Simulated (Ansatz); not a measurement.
KLaSe₂, ordered on the rocksalt lattice (I4_1/amd) with 8 atoms a cell at its r2SCAN geometry, run in Ansatz at 2 levels of theory. The cell comes from a prototype generator: it can be a known phase or a hypothetical one. No magnetic order is allowed.

The PBE+SOC input:
```yaml
crystal:
  lattice:
    - [-3.1185576138, 3.1185576138, 6.4705840252]
    - [3.1185576138, -3.1185576138, 6.4705840252]
    - [3.1185576138, 3.1185576138, -6.4705840252]
  atoms:
    - { symbol: K, position: [0.75, 0.25, 0.5] }
    - { symbol: Se, position: [0.4802870157, -0.0197129843, 0.5] }
    - { symbol: K, position: [0.0, 0.0, 0.0] }
    - { symbol: Se, position: [0.7302870157, 0.7302870157, 0.0] }
    - { symbol: La, position: [0.25, 0.75, 0.5] }
    - { symbol: Se, position: [0.0197129843, 0.5197129843, 0.5] }
    - { symbol: La, position: [0.5, 0.5, 0.0] }
    - { symbol: Se, position: [0.2697129843, 0.2697129843, 0.0] }
kpoints:
  mp_grid: { grid: [6, 6, 6] }
  band_path:
    path:
      - [0.0, 0.0, 0.0]
      - [0.0, 0.0, 0.5]
      - [0.25, 0.25, 0.25]
      - [0.0, 0.5, 0.0]
      - [0.5, 0.5, -0.5]
      - [0.3080711718, 0.6919288282, -0.3080711718]
      - [-0.3080711718, 0.3080711718, 0.3080711718]
      - [-0.1161423437, 0.1161423437, 0.5]
      - [0.5, 0.5, -0.1161423437]
    npoints: 1
hamiltonian:
  xc: pbe
scf:
  occupations: { method: fixed }
  n_extra_bands: 12
magnetization:
  noncollinear: true
  spin_orbit: true
output:
  forces: true
  stress: true
  eigenvalues: true
  write_density: true
  write_potential: true
  elf: true
  volumetric_format: npy
```

Main results, then, where recorded, the levels near the gap in eV from the Fermi energy (columns number the bands from 0), one row a point of the path (Γ, X, P, N, M, S, S₀, R, G):
```
Crystal: 8 atoms, lattice volume = 251.716 Å³
Symmetry: 16 space group operations + 16 with time reversal
Magnetic group: BNS 141.552 (UNI 1212)
```
```
Basis set: ecut = 420 eV, 4925 PW (Γ)
Bands: 116, of which v1, the nominal top of the filled ones, is band 104 counted from 1 (103 counted from 0)
k-points: 30 of 216
Free energy (F): -37477.454119 eV
Fermi energy:    6.200760 eV
--- Forces (eV/Å), atoms counted from 1 ---
  atom   1  K       0.00000      0.00000      0.00000
  atom   2  Se      0.00000      0.00000    -0.03392
  atom   3  K       0.00000      0.00000      0.00000
  atom   4  Se      0.00000      0.00000    -0.03392
  atom   5  La      0.00000      0.00000      0.00000
  atom   6  Se      0.00000      0.00000      0.03392
  atom   7  La      0.00000      0.00000      0.00000
  atom   8  Se      0.00000      0.00000      0.03392
--- Stress (GPa, compression-positive) ---
        0.391015       0.000000       0.000000
        0.000000       0.391015       0.000000
        0.000000       0.000000       0.399906
  P = ⅓ Tr σ = 0.3940 GPa (3.940 kbar)
```

The PBE+SOC gap is direct at Γ: 1.89 eV.

Task: Another run on the same cell gave
```
Basis set: ecut = 500 eV, 6443 PW (Γ)
Bands: 58, of which v1, the nominal top of the filled ones, is band 52 counted from 1 (51 counted from 0)
k-points: 30 of 216
Free energy (F): -37543.107310 eV
Fermi energy:    5.840661 eV
--- Forces (eV/Å), atoms counted from 1 ---
  atom   1  K       0.00000      0.00000      0.00000
  atom   2  Se      0.00000      0.00000    -0.00315
  atom   3  K       0.00000      0.00000      0.00000
  atom   4  Se      0.00000      0.00000    -0.00315
  atom   5  La      0.00000      0.00000      0.00000
  atom   6  Se      0.00000      0.00000      0.00315
  atom   7  La      0.00000      0.00000      0.00000
  atom   8  Se      0.00000      0.00000      0.00315
--- Stress (GPa, compression-positive) ---
        0.008109       0.000000       0.000000
        0.000000       0.008109       0.000000
        0.000000       0.000000      -0.027990
  P = ⅓ Tr σ = -0.0039 GPa (-0.039 kbar)
```
```tsv
band_47	band_48	band_49	band_50	band_51	band_52	band_53	band_54
-0.225	-0.225	-0.057	-0.057	0.000	2.355	3.217	3.217
-1.091	-0.740	-0.740	-0.196	-0.196	3.402	3.402	3.455
-1.354	-0.474	-0.474	-0.291	-0.291	3.413	3.413	3.428
-0.806	-0.606	-0.439	-0.344	-0.215	3.083	3.312	3.411
-0.382	-0.342	-0.342	-0.146	-0.146	2.740	2.740	2.865
-0.593	-0.547	-0.477	-0.342	-0.290	2.827	3.198	3.358
-0.593	-0.547	-0.477	-0.342	-0.290	2.827	3.198	3.358
-1.074	-0.689	-0.689	-0.204	-0.204	3.288	3.288	3.427
-1.074	-0.689	-0.689	-0.204	-0.204	3.288	3.288	3.427
```
Which level of theory and mesh gave it?

Result: It is r2SCAN, on 6×6×6; the blocks that differ from the first input, but for the band path:
```yaml
hamiltonian:
  xc: r2scan
scf:
  occupations: { method: fixed }
  n_extra_bands: 6
```
(magnetization left out)
The r2SCAN gap is direct at Γ: 2.35 eV. The mean stress is close to zero (0.00 GPa).

Totals of different functionals, or with and without spin-orbit coupling, can't be compared.

Only the levels marked +SOC include spin-orbit coupling.
